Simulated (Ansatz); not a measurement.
Sn (diamond)

```yaml
crystal:
  lattice:
    - [0.00000, 3.32768, 3.32768]
    - [3.32768, 0.00000, 3.32768]
    - [3.32768, 3.32768, 0.00000]
  atoms:
    - { symbol: Sn, position: [0.25000, 0.25000, 0.25000] }
    - { symbol: Sn, position: [0.00000, 0.00000, 0.00000] }
```

The volume is varied about the relaxed value V₀ at fixed cell shape. Symmetry pins the atoms to their sites.

Calculation: PBE (plane waves to 420 eV, PAW, scalar-relativistic; Ansatz, a quantum-chemistry and plane-wave program). k mesh 12×12×12 (Γ-centred), Fermi-Dirac smearing 0.05 eV. Energies are smeared free energies. Sn was relaxed with its symmetry unable to fall. The relaxed volume of Sn is well above the measured one; the method has no dispersion term. ΔE is measured from the relaxed starting cell. The last digit holds for this mesh only.

```csv
V (Å³/atom),ΔE (meV/atom)
30.953,147.7
32.427,75.9
33.901,31.0
35.375,7.1
36.849,0.0
38.323,6.0
39.797,22.5
41.271,47.3
42.745,78.6
```

### Question
What is the fitted pressure derivative B₀′?

### Answer
4.8.

### Question
What bulk modulus B₀ follows from a third-order Birch-Murnaghan fit?

### Answer
35.7 GPa. Check by three points about V = 36.849 Å³/atom, step 2.948: d²E/dV² ≈ (31 − 2·0 + 23) meV / 2.948² = 0.00621 eV/Å⁶, and V·d²E/dV² × 160.2 = 36.7 GPa.

(A scan under strain: stresses follow from slopes of the energy per volume, elastic moduli from its curvatures.)
